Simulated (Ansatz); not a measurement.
Ag under strain

Computed with Ansatz 0.2.0, DFT r2SCAN, scalar-relativistic, plane waves, PAW. (500 eV cutoff, 18×18×12 k-mesh, Gaussian smearing of 0.10 eV, no spin polarisation)

Reference structure (relaxed):

```xyz
2
Lattice="2.0522 2.0522 0.0000 -2.0522 2.0522 0.0000 0.0000 0.0000 4.1044" Properties=species:S:1:pos:R:3 pbc="T T T"
Ag    0.0000    0.0000    0.0000
Ag    0.0000    2.0522    2.0522
```

Deformation: uniaxial strain along a, with the lengths of b and c and the atoms relaxed and the angles held, all within the symmetry that the strain leaves. Energies are extrapolated to zero smearing. Stress is positive in compression, on the Cartesian axes of the cell above. On this cell's mesh the reference holds a stress of up to 0.14 GPa.

| strain (%) | ΔE (meV/atom) | a (Å) | b (Å) | c (Å) | σxx (GPa) | σyy (GPa) | σzz (GPa) | σyz (GPa) | σxz (GPa) | σxy (GPa) |
| --- | --- | --- | --- | --- | --- | --- | --- | --- | --- | --- |
| -3.0 | ? | 2.815 | ? | ? | ? | ? | ? | ? | ? | ? |
| -1.5 | ? | 2.859 | ? | ? | ? | ? | ? | ? | ? | ? |
| +0.0 | 0.0 | 2.902 | 2.902 | 4.104 | 0.12 | 0.12 | -0.14 | 0.00 | 0.00 | 0.00 |
| +1.5 | 0.8 | 2.946 | 2.908 | 4.055 | -0.62 | -0.62 | -0.01 | 0.00 | 0.00 | -0.62 |

(1) Fill in the row at -3.0 %.

(2) Fill in the row at -1.5 %.

Results:

(1) ΔE 6.3 meV/atom; b 2.900 Å; c 4.193 Å; σxx 1.82 GPa; σyy 1.82 GPa; σzz 0.01 GPa; σyz 0.00 GPa; σxz 0.00 GPa; σxy 1.81 GPa.

(2) ΔE 1.7 meV/atom; b 2.906 Å; c 4.138 Å; σxx 0.96 GPa; σyy 0.96 GPa; σzz 0.01 GPa; σyz 0.00 GPa; σxz 0.00 GPa; σxy 0.95 GPa.

3 further runs of this set didn't finish or converge.